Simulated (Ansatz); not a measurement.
Below is a relaxed structure of YC2N2. The cell was found from a structure generator's guess, not taken from experiment.

The calculation used Ansatz, DFT PBE, scalar-relativistic, plane waves, PAW. Cutoff 420 eV, Γ-centred mesh, Gaussian smearing, no spin polarisation.

```cif
data_structure
_symmetry_space_group_name_H-M 'P 1'
_symmetry_Int_Tables_number 1
_cell_length_a 8.5231
_cell_length_b 8.5231
_cell_length_c 3.7385
_cell_angle_alpha 90.000
_cell_angle_beta 90.000
_cell_angle_gamma 90.000
_cell_volume 271.58
loop_
_atom_site_label
_atom_site_type_symbol
_atom_site_fract_x
_atom_site_fract_y
_atom_site_fract_z
_atom_site_occupancy
Y1 Y 0.00000 0.00000 0.00000 1
Y2 Y 0.50000 0.50000 0.00000 1
C1 C 0.20789 0.79211 0.00000 1
C2 C 0.79211 0.20789 0.00000 1
C3 C 0.20789 0.20789 0.00000 1
C4 C 0.79211 0.79211 0.00000 1
N1 N 0.30505 0.69495 0.00000 1
N2 N 0.69495 0.30505 0.00000 1
N3 N 0.30505 0.30505 0.00000 1
N4 N 0.69495 0.69495 0.00000 1
```

Energies over the elements count from the elements' standard structures at the same level (N₂ as a molecule), with no fitted energy shifts.

Problem. What space group does it have?

Solution. P4/mmm (No. 123). Conventional cell: a = 8.523 Å, c = 3.739 Å. Y on its first site has 4 C at 2.51 Å; around Y on its second site lie 4 N at 2.35 Å; C has 1 N at 1.17 Å and 1 Y at 2.51 Å; N has 1 C at 1.17 Å and 1 Y at 2.35 Å.

Problem. How far does it lie from the elements in energy?

Solution. +0.01 eV/atom. The formation energy is too near zero to say whether this cell lies below the elements.

Problem. Is it a metal?

Solution. Yes, bands cross the Fermi level on the 6×6×10 mesh.

Problem. From what recipe could a structure generator have reached it?

Solution. One such recipe: stacked square cyanide-bridged sheets (P4/mmm, No. 123). Other recipes can lead to the same cell.

The last run used a 6×6×10 mesh (in the run's order of axes) for its 10-atom cell and Gaussian smearing of 0.10 eV. For metals, differences of a few meV/atom aren't resolved. The cell is a metal run without spin, though a test with spin on the coarse mesh kept 0.9 μB a cell, so a magnetic state probably lies lower. The reference form of C is held partly by dispersion forces, which this level lacks. Symmetry constrained the relaxation, so the result can be a saddle point.
